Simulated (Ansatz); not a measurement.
SnTeO₃:
Space group R3c, hexagonal axes (No. 161); a = b = 5.525 Å, c = 30.077 Å, α = β = 90.00°, γ = 120.00°

```
atom  site  symmetry       x       y       z
----  ----  --------  ------  ------  ------
Sn      6a        3.  0.0000  0.0000  0.2206
Te      6a        3.  0.0000  0.0000  0.4538
O      18b         1  0.3455  0.0530  0.2584
```
(The calculation used a cell of 10 atoms; values per cell refer to that cell.)

Relaxed with PBE.

**Question.** Which orbitals make up the states near the band edges in plane-wave PAW PBE (Ansatz code)?

**Answer.** Top 1 eV of the valence band: O 2p 46 %, Sn 5s 27 %, Sn 5p 15 %, Te 5p 7 %. Bottom 1 eV of the conduction band: Te 5p 39 %, Sn 5p 29 %, O 2p 15 %, O 2s 8 %, outside the projected shells 8 %. Projections are on Löwdin-orthogonalised atomic valence shells; empty p or d shells of many metals are not among them.

**Question.** Tabulate the density of states.

**Answer.** States/eV per cell of 10 atoms, in 0.25 eV bins, energy from the valence-band maximum.

| E (eV) | total | O 2p | Sn 5p | Te 5p |
|---|---|---|---|---|
| -7.85 | 0.00 | 0.00 | 0.00 | 0.00 |
| -7.60 | 0.00 | 0.00 | 0.00 | 0.00 |
| -7.35 | 2.07 | 1.14 | 0.01 | 0.20 |
| -7.10 | 6.06 | 3.27 | 0.05 | 0.61 |
| -6.85 | 2.96 | 1.56 | 0.04 | 0.33 |
| -6.60 | 1.89 | 0.98 | 0.04 | 0.23 |
| -6.35 | 1.37 | 0.71 | 0.04 | 0.19 |
| -6.10 | 0.99 | 0.52 | 0.04 | 0.15 |
| -5.85 | 0.59 | 0.34 | 0.03 | 0.10 |
| -5.60 | 3.45 | 2.34 | 0.27 | 0.68 |
| -5.35 | 12.69 | 8.69 | 0.89 | 2.50 |
| -5.10 | 0.58 | 0.22 | 0.03 | 0.16 |
| -4.85 | 1.78 | 0.77 | 0.10 | 0.58 |
| -4.60 | 4.19 | 2.00 | 0.21 | 1.52 |
| -4.35 | 9.40 | 4.77 | 0.29 | 3.62 |
| -4.10 | 0.58 | 0.29 | 0.04 | 0.05 |
| -3.85 | 2.12 | 1.19 | 0.12 | 0.20 |
| -3.60 | 4.32 | 2.54 | 0.25 | 0.43 |
| -3.35 | 8.96 | 5.97 | 0.39 | 1.01 |
| -3.10 | 5.69 | 4.78 | 0.33 | 0.23 |
| -2.85 | 9.49 | 8.47 | 0.42 | 0.20 |
| -2.60 | 14.00 | 11.56 | 1.02 | 0.37 |
| -2.35 | 12.85 | 10.71 | 1.05 | 0.27 |
| -2.10 | 5.18 | 4.40 | 0.32 | 0.17 |
| -1.85 | 14.69 | 13.97 | 0.14 | 0.17 |
| -1.60 | 18.10 | 16.74 | 0.24 | 0.37 |
| -1.35 | 0.00 | 0.00 | 0.00 | 0.00 |
| -1.10 | 1.69 | 0.80 | 0.26 | 0.11 |
| -0.85 | 6.50 | 2.96 | 1.01 | 0.42 |
| -0.60 | 4.97 | 2.26 | 0.77 | 0.34 |
| -0.35 | 2.37 | 1.10 | 0.36 | 0.18 |
| -0.10 | 0.46 | 0.20 | 0.07 | 0.04 |
| 0.15 | 0.00 | 0.00 | 0.00 | 0.00 |
| 0.40 | 0.00 | 0.00 | 0.00 | 0.00 |
| 0.65 | 0.00 | 0.00 | 0.00 | 0.00 |
| 0.90 | 0.00 | 0.00 | 0.00 | 0.00 |
| 1.15 | 0.00 | 0.00 | 0.00 | 0.00 |
| 1.40 | 0.00 | 0.00 | 0.00 | 0.00 |
| 1.65 | 0.00 | 0.00 | 0.00 | 0.00 |
| 1.90 | 0.00 | 0.00 | 0.00 | 0.00 |
| 2.15 | 0.00 | 0.00 | 0.00 | 0.00 |
| 2.40 | 0.00 | 0.00 | 0.00 | 0.00 |
| 2.65 | 0.91 | 0.12 | 0.30 | 0.35 |
| 2.90 | 11.41 | 1.59 | 3.47 | 4.44 |
| 3.15 | 7.33 | 1.15 | 2.07 | 2.84 |
| 3.40 | 6.22 | 1.04 | 1.69 | 2.39 |
| 3.65 | 5.40 | 0.93 | 1.45 | 2.02 |
| 3.90 | 6.15 | 1.08 | 1.98 | 1.96 |
| 4.15 | 6.11 | 1.19 | 1.69 | 2.12 |
| 4.40 | 4.39 | 0.89 | 1.22 | 1.49 |
| 4.65 | 1.41 | 0.23 | 0.64 | 0.29 |
| 4.90 | 4.06 | 0.69 | 1.94 | 0.72 |
| 5.15 | 6.52 | 1.12 | 3.14 | 1.08 |
| 5.40 | 4.00 | 0.74 | 1.73 | 0.78 |
| 5.65 | 4.64 | 0.88 | 1.92 | 0.87 |
| 5.90 | 7.81 | 1.56 | 3.00 | 1.60 |
| 6.15 | 3.85 | 0.81 | 1.36 | 0.88 |
| 6.40 | 1.13 | 0.21 | 0.33 | 0.13 |
| 6.65 | 4.69 | 0.92 | 1.55 | 0.56 |
| 6.90 | 6.89 | 1.41 | 2.25 | 0.89 |
| 7.15 | 3.07 | 0.60 | 1.00 | 0.38 |
| 7.40 | 1.71 | 0.16 | 0.28 | 0.09 |

The start of the workflow was typed in or built on a structure type; neither database checked (COD, Materials Project) lists it. Its standing as an ambient phase is unchecked. Symmetry was held in the PBE relaxation; its stability against distortions is not shown here. The volume moved by 110 % from the start of the relaxation. Scalar-relativistic: spin–orbit coupling is off unless named, which matters more the heavier the elements.

Potentials: the earlier of the program's two PAW sets.
